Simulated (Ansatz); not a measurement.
Relax this structure to zero stress and force, keeping its symmetry:

```cif
data_structure
_symmetry_space_group_name_H-M 'P 1'
_symmetry_Int_Tables_number 1
_cell_length_a 3.8406
_cell_length_b 3.8406
_cell_length_c 6.5265
_cell_angle_alpha 90.000
_cell_angle_beta 90.000
_cell_angle_gamma 120.000
_cell_volume 83.37
loop_
_atom_site_label
_atom_site_type_symbol
_atom_site_fract_x
_atom_site_fract_y
_atom_site_fract_z
_atom_site_occupancy
Sn1 Sn 0.00000 0.00000 0.00000 1
Se1 Se 0.33333 0.66667 0.24116 1
Se2 Se 0.66667 0.33333 0.75884 1
```

Level of theory: Ansatz 0.2.0, DFT r2SCAN, scalar-relativistic, plane waves, PAW.

Cutoff 500 eV; k points 12×12×4 on the computed 3-atom cell (Γ-centred); Gaussian smearing, width 0.02 eV; no spin polarisation.

Problem. What does it relax to?

Solution. The volume doesn't move by more than 0.01 Å³/atom to 27.79 Å³/atom, and the energy changes by under 0.1 meV/atom. Final structure:
```cif
data_structure
_symmetry_space_group_name_H-M 'P-3m1'
_symmetry_Int_Tables_number 164
_cell_length_a 3.8406
_cell_length_b 3.8406
_cell_length_c 6.5265
_cell_angle_alpha 90.000
_cell_angle_beta 90.000
_cell_angle_gamma 120.000
_cell_volume 83.37
loop_
_atom_site_label
_atom_site_type_symbol
_atom_site_symmetry_multiplicity
_atom_site_Wyckoff_symbol
_atom_site_fract_x
_atom_site_fract_y
_atom_site_fract_z
_atom_site_occupancy
Sn1 Sn 1 a 0.00000 0.00000 0.00000 1
Se1 Se 2 d 0.33333 0.66667 0.24116 1
```

The cell holds layers, and where no dispersion correction was added their binding is poorly described.

Cost: 1 run of about 0.58 core-minutes, on Arm Neoverse V2 (shared hosts).